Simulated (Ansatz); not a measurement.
LiTaO$_{3}$ (LiNbO3 type, space group R3c)

```cif
data_Li6O18Ta6
_chemical_formula_sum 'Li6 Ta6 O18'
_space_group_name_H-M_alt 'R3c :H'
_space_group_IT_number 161
_space_group_name_Hall 'R 3 -2"c'
_cell_length_a 5.19181
_cell_length_b 5.19181
_cell_length_c 13.92200
_cell_angle_alpha 90.000
_cell_angle_beta 90.000
_cell_angle_gamma 120.000
loop_
_atom_site_label
_atom_site_type_symbol
_atom_site_symmetry_multiplicity
_atom_site_Wyckoff_symbol
_atom_site_fract_x
_atom_site_fract_y
_atom_site_fract_z
_atom_site_occupancy
Li1 Li 6 a 0.00000 0.00000 0.29433 1
Ta1 Ta 6 a 0.00000 0.00000 0.01223 1
O1 O 18 b 0.04953 0.34261 0.08124 1
```
(The calculation used a cell of 10 atoms; values per cell refer to that cell.)

Equation-of-state scan: isotropic scaling of the cell above, V₀ being its volume. The atoms relax within the cell's symmetry.

Method: PBE (plane waves to 420 eV, PAW, scalar-relativistic; Ansatz, a first-principles code). k mesh 8×8×8 (Γ-centred), Fermi-Dirac smearing 0.05 eV. The energy includes the smearing's −TS. Stress and pressure are positive under compression. LiTaO3 is run without spin polarisation. LiTaO3 was relaxed with its symmetry unable to fall. Spin-orbit coupling is left out, though Ta is heavy. ΔE is measured from the relaxed starting cell.

```csv
V/V₀,ΔE (eV/atom),P (GPa)
0.840,0.1428,(withheld)
0.872,0.0863,22.2
0.904,0.0458,(withheld)
0.936,0.0192,9.4
0.968,0.0045,4.3
1.000,0.0000,0.0
1.032,0.0039,-3.5
1.064,0.0143,-6.0
1.096,0.0293,-7.6
1.128,0.0466,-8.3
1.160,0.0648,-8.4
```

Question: Complete the blanks.

Answer: 
- 0.840, P (GPa): 30.1
- 0.904, P (GPa): 15.4

(Under strain, the slope of the energy per volume gives the stress and its curvature an elastic modulus.)
